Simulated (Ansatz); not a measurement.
Molecular dynamics on a 1×1×1 supercell (5 atoms) of MgIn2N2 (R-3m), relaxed with r2SCAN. Forces come from PBE in Ansatz 0.2.0: a Langevin thermostat at fixed volume, 1300 K, steps of 1 fs. Computed, non-magnetic; the trajectory is short and the cell small, so nothing here is a converged average.

```yaml
crystal:
  lattice:
    - [1.6526086353, 0.9541340405, 7.6934971835]
    - [-1.6526086353, 0.9541340405, 7.6934971835]
    - [0.0, -1.908268081, 7.6934971835]
  atoms:
    - { symbol: Mg, position: [0.0, 0.0, 0.0] }
    - { symbol: In, position: [0.4391451762, 0.4391451762, 0.4391451762] }
    - { symbol: In, position: [0.5608548238, 0.5608548238, 0.5608548238] }
    - { symbol: "N", position: [0.2768625335, 0.2768625335, 0.2768625335] }
    - { symbol: "N", position: [0.7231374665, 0.7231374665, 0.7231374665] }
kpoints:
  mp_grid: { grid: [4, 4, 4] }
hamiltonian:
  xc: pbe
scf:
  occupations: { method: fermi_dirac, width: 0.112 }
md:
  ensemble: nvt_langevin
  temperature: 1300
  timestep: 1.0
  n_steps: 20
  initial_velocities: maxwell_boltzmann
  seed: 173
```

Command: `ansatz run input.yaml --threads 4 --pin off --max-ram 4608MiB --backend cpu --events-out ev --progress --plain --runs-dir out`.

Question: It ran on 4 threads of Arm Neoverse N1, on a shared host, load about 0.9 per core. About how long did it take, and what peak of host memory did it reach?

Answer: About 49 s, with a peak of 0.41 GiB.

Question: How do temperature and energy develop?

Answer: The temperature starts at 1040 K, is lowest at step 2 (789 K, 2 fs) and ends at 995 K. The thermostat hasn't had time to restore it. The first value is 4/5 of the setting, since velocities are drawn without the motion of the centre of mass and T is counted over all atoms. By the last step the atoms have moved 0.13 Å in the root mean square, the drift of the whole cell taken out, 0.17 Å at most.
```
step  t (fs)  T (K)  free energy F from step 0 (meV/atom)  kinetic energy (meV/atom)  largest force (eV/Å)
   0       0   1040                                   0.0                      134.4                  0.22
   1       1    952                                  -0.2                      123.1                  0.21
   2       2    789                                  -0.1                      102.0                  0.24
   3       3    863                                   0.2                      111.5                  0.27
   4       4    838                                   0.7                      108.4                  0.30
   5       5    921                                   1.4                      119.1                  0.32
   6       6   1099                                   2.5                      142.1                  0.34
   7       7   1146                                   3.9                      148.1                  0.44
   8       8   1165                                   5.7                      150.6                  0.54
   9       9   1220                                   7.9                      157.8                  0.65
  10      10   1142                                  10.3                      147.6                  0.75
  11      11    954                                  12.9                      123.4                  0.84
  12      12    935                                  15.6                      120.9                  0.93
  13      13    921                                  18.8                      119.1                  1.03
  14      14   1080                                  22.7                      139.6                  1.14
  15      15    973                                  26.7                      125.8                  1.24
  16      16    984                                  30.7                      127.2                  1.32
  17      17   1061                                  34.9                      137.1                  1.39
  18      18    991                                  38.9                      128.1                  1.45
  19      19   1000                                  43.3                      129.2                  1.51
  20      20    995                                  47.9                      128.6                  1.56
```

Positions (Å) and forces (eV/Å) at step 20:
```
Mg  -0.006  -0.138   0.055    -0.036   0.504  -0.493
In  -0.013  -0.091  10.130    -0.253   0.159  -0.319
In   0.087   0.113  12.966    -0.350  -0.543   0.478
N    0.031   0.007   6.504     0.155   0.183  -1.115
N   -0.087  -0.050  16.555     0.484  -0.303   1.449
```
